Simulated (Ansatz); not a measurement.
Consider the following.

Starting cell, SiC (zinc blende):

```
CELL_PARAMETERS angstrom
      0.00000     4.37973     4.37973
      2.18986     0.00000     2.18986
      2.18986     2.18986     0.00000
ATOMIC_POSITIONS crystal
  C  0.37500 0.75000 0.75000
  C  0.87500 0.75000 0.75000
  Si 0.00000 0.00000 0.00000
  Si 0.50000 0.00000 0.00000
```

The atoms are displaced by Q × the pattern below (from a DFPT mode at L = (0.5, 0.0, 0.0), largest move 1; Q in Å), at fixed cell. It is one choice among 2 degenerate patterns. (q is in reciprocal vectors of the primitive cell; the cell shown is doubled to hold the pattern.)

```json
[
 {"atom": "C1", "x": "0.285", "y": "-0.520", "z": "0.805"},
 {"atom": "C2", "x": "-0.285", "y": "0.520", "z": "-0.805"},
 {"atom": "Si3", "x": "0.109", "y": "-0.198", "z": "0.307"},
 {"atom": "Si4", "x": "-0.109", "y": "0.198", "z": "-0.307"}
]
```

Level of theory: PBE (plane waves to 420 eV, PAW, scalar-relativistic; Ansatz, a first-principles code). k mesh 13×13×13 (Γ-centred), Fermi-Dirac smearing 0.05 eV. E stands for the smeared free energy. SiC was relaxed with its symmetry unable to fall. The PAW data are Ansatz's earlier set. The zero of ΔE is the undisplaced structure.

The scan covers Q from -0.180 to 0.180 Å in 13 points.

### Question
Which space group does the distorted structure have?

### Answer
P1 (No. 1), lowered from F-43m.

### Question
What is the energy change at Q = 0.180 Å?

### Answer
1105 meV/cell.

### Question
What harmonic wavenumber does the curvature at Q = 0 give?

### Answer
748 cm⁻¹.

(For displaced atoms, the force is minus the slope of the energy, and its curvature is a force constant, which sets phonon frequencies.)
